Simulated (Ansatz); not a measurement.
FeNi:
Space group P4/mmm (No. 123); a = 2.514 Å, b = 2.514 Å, c = 3.536 Å, α = 90.00°, β = 90.00°, γ = 90.00°

```json
[
 {"atom": "Fe", "site": "1a", "symmetry": "4/mmm", "x": "0.0000", "y": "0.0000", "z": "0.0000"},
 {"atom": "Ni", "site": "1d", "symmetry": "4/mmm", "x": "0.5000", "y": "0.5000", "z": "0.5000"}
]
```
The run is spin-polarised.

Relaxed at zero pressure with DFT-r²SCAN in the program Ansatz with PAW potentials.

### Question
The volume is raised by 6 % and shape and atoms relax at that volume. What pressure results, and how do the axes share the change?

### Answer
-10.2 GPa; a 2.0 %, b 2.0 %, c 1.8 %; the energy rises by 23 meV/atom.

### Question
Give the new structure.

### Answer

Space group P4/mmm (No. 123); a = b = 2.564 Å, c = 3.601 Å, α = β = γ = 90.00°

```csv
atom,site,symmetry,x,y,z
Fe,1a,4/mmm,0.0000,0.0000,0.0000
Ni,1d,4/mmm,0.5000,0.5000,0.5000
```

The phase is kept; no other phase was compared at this pressure.

The workflow started from a Materials Project entry (that database holds measured and hypothetical structures alike); the Crystallography Open Database files this formula in space group No. 123, but the cells were not matched. Whether it is the stable phase at ambient conditions was not checked. Symmetry was held in the r²SCAN relaxation; its stability against distortions is not shown here. Magnetic state: ferromagnetic, chosen from 5 collinear starts compared on coarse meshes (ties went to the first, and starts can fall back to one state), not a proven ground state. Other orbital occupations within this spin state were not tried. Axis ratios of metals converge slowly with the k-mesh, so a and c are less sure than the volume.

Potentials: the earlier of the program's two PAW sets.
